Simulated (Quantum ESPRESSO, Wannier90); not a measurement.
## Tight-binding from DFT: TaN (P-6m2)

```
CELL_PARAMETERS angstrom
      2.93994     0.00000     0.00000
     -1.46997     2.54606     0.00000
      0.00000     0.00000     2.89018
ATOMIC_POSITIONS crystal
  Ta 0.00000 0.00000 0.50000
  N  0.66667 0.33333 0.00000
```

Structure: Materials Project mp-1459, symmetrised, not relaxed again. COD (Crystallography Open Database) has the formula in 5 space groups, this one among them (matched by group alone). Level: PBEsol, no spin polarisation, no spin-orbit coupling; pw.x of Quantum ESPRESSO at 68 Ry with PseudoDojo potentials, 12×12×10 k-points, Wannier90. Density: 12×12×10 mesh, cold smearing 0.01 Ry. Spin-orbit coupling is left out although heavy elements are present.

The plane-wave run has 22 bands and 18 electrons a cell. On the energy scale of pw.x, whose zero is arbitrary, the Fermi level lies at 19.92 eV.

Isolated groups of bands, relative to the Fermi level (bands from 6 on overlap up to the last one computed):

```json
[
 {"bands": "1", "from (eV)": "-68.54", "to (eV)": "-68.40", "filling": "filled", "weight on atomic waves": "Ta 5s 96 %"},
 {"bands": "2–4", "from (eV)": "-35.77", "to (eV)": "-34.51", "filling": "filled", "weight on atomic waves": "Ta 5p 97 %"},
 {"bands": "5", "from (eV)": "-17.76", "to (eV)": "-15.08", "filling": "filled", "weight on atomic waves": "N 2s 69 %, Ta 5d 18 %, Ta 6s 10 %"}
]
```

Input w.win, without the blocks of cell, atoms and k-points (1440 lines):

```
num_bands = 17
num_wann = 8
exclude_bands = 1-5
num_iter = 1000
conv_tol = 1.0e-6
conv_window = 4
dis_num_iter = 1000
dis_conv_tol = 1.0e-6
dis_froz_max = 24.65
write_hr = true
write_u_matrices = true
begin projections
f=0.00408,0.00534,0.51659: d
f=-0.34007,0.31416,-0.00237: p
end projections
mp_grid = 12 12 10
```

wannier90.x stops with:
```
dis_windows: More states in the frozen window than target WFs
```
At some k-point more bands lie below dis_froz_max than there are Wannier functions, and every frozen state has to fit into the subspace. Mended as below, all else unchanged, the run goes through (Ω_I = 9.4 Å²) and follows the plane-wave bands to 1.8 meV rms (states up to 1.0 eV relative to the Fermi level).
```
dis_froz_max = 21.42
```
